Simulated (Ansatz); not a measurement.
One crystal and one scan (generalised stacking-fault energy along a line) at two levels, PBE (plane waves to 420 eV, PAW, scalar-relativistic; Ansatz, a quantum-chemistry and plane-wave program) and r2SCAN (plane waves to 500 eV, PAW, scalar-relativistic; Ansatz), each from its own relaxed cell and on its own mesh. The cell shown is that of PBE.

Ti (hcp, Mg type) is sheared across one (0001) plane: the third cell vector gains the shift, so faults repeat every 13.9 Å. The cut lies between planes 2.32 Å apart; the cell height is held.

```
Ti
1.0
    2.93885     0.00000     0.00000
    1.46943     2.54512     0.00000
    0.00000     0.00000    13.94988
Ti
6
Direct
  0.33333   0.33333   0.08333
  0.33333   0.33333   0.41667
  0.33333   0.33333   0.75000
  0.66667   0.66667   0.91667
  0.66667   0.66667   0.25000
  0.66667   0.66667   0.58333
```

In-plane vectors a = (2.939, 0.000) Å, b = (1.469, 2.545) Å, area 7.48 Å². The shift is s times the vector a + b (length 5.090 Å), so s = 1 restores the start. Atoms relax along the normal only. γ = [E(shift) − E(0)] / area.

E is the zero-smearing estimate. The PAW data are Ansatz's earlier set. Ti is run without spin polarisation. Ti was relaxed with its symmetry unable to fall. Faults lie only 13.9 Å apart, and holding the cell height raises γ above its relaxed value. Some relaxations began with atoms very close together and may have settled on another branch. With partly filled bands, the k mesh leaves noise in γ, roughly 0.02 J/m² as judged from a few cases. Percentages come from the unrounded values. Both scans cover s from 0.000 to 0.917.

Results of PBE:

| Item | Result |
|---|---|
| Lattice constant a (Å) | 2.939 |
| Lattice constant c (Å) | 4.650 |
| Relaxed volume (Å³/atom) | 17.39 |
| Highest computed γ on the line (J/m²) | 0.64 |
| γ at the local minimum along the line, s = 0.667 (J/m²) | 0.31 |
| Lower barrier from zero shift into that minimum (unstable fault energy, highest computed point) (J/m²) | 0.41 |
| Steepest slope dγ/d(shift) before the first maximum (spline) (GPa) | 6.1 |
| Position of the highest point | s = 0.333 |
| Local minima between the ends | s = 0.667 |

Question: What does r2SCAN give for the same quantities?

Answer: 
```tsv
quantity	r2SCAN	PBE − r2SCAN
Lattice constant a (Å)	2.936	+0.003
Lattice constant c (Å)	4.637	+0.013 (+0.3 %)
Relaxed volume (Å³/atom)	17.31	+0.08 (+0.5 %)
Highest computed γ on the line (J/m²)	0.66	-0.02 (-4 %)
γ at the local minimum along the line, s = 0.667 (J/m²)	0.35	-0.04 (-10 %)
Lower barrier from zero shift into that minimum (unstable fault energy, highest computed point) (J/m²)	0.47	-0.06 (-13 %)
Steepest slope dγ/d(shift) before the first maximum (spline) (GPa)	6.3	-0.2 (-3 %)
```

PBE gives the higher value for: lattice constant c. PBE gives the lower value for: γ at the local minimum along the line, s = 0.667; lower barrier from zero shift into that minimum. They agree on: lattice constant a (within 0.2 %); relaxed volume (within 0.6 %). Both give the same position of the highest point: s = 0.333.

(The slope of γ gives the shear force per area between the displaced halves; near zero shift its curvature is an elastic stiffness.)
